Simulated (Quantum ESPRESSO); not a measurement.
Parts of the isotropic shielding in K₂S, by PBE GIPAW on JTH datasets (Quantum ESPRESSO, modified build), 20 Ha, k-mesh 4×4×4 shifted:

```yaml
crystal:
  lattice:
    - [0.00000, 3.69550, 3.69550]
    - [3.69550, 0.00000, 3.69550]
    - [3.69550, 3.69550, 0.00000]
  atoms:
    - { symbol: K, position: [0.25000, 0.25000, 0.25000] }
    - { symbol: K, position: [0.75000, 0.75000, 0.75000] }
    - { symbol: S, position: [0.00000, 0.00000, 0.00000] }
```
The cell was made here from an entry of the Crystallography Open Database (unchecked): atoms relaxed with PBE in the measured cell (PBE without dispersion, pw.x of Quantum ESPRESSO, symmetry kept).  Stability against distortions was not tested.

The core term is that of the free atom's frozen core; the paramagnetic column sums the reconstruction terms. Shieldings are absolute and leave out the bulk-susceptibility term; a larger σ means a smaller chemical shift. By our sweeps, such settings leave a few ppm in absolute σ. The datasets of S hold no d projectors, which limits absolute σ on these atoms.

| site | core | bare (smooth current) | diamagnetic correction | paramagnetic corrections | σ_iso (ppm) |
|---|---|---|---|---|---|
| K (atoms 1, 2) | 1193.4 | 77.5 | 21.7 | ___ | ___ |
| S (atom 3) | 979.8 | 44.4 | -10.2 | ___ | ___ |

### Question
Complete the blanks.

### Answer

- K (atoms 1, 2), paramagnetic corrections: -247.5
- K (atoms 1, 2), σ_iso (ppm): 1045.1
- S (atom 3), paramagnetic corrections: -436.4
- S (atom 3), σ_iso (ppm): 577.6
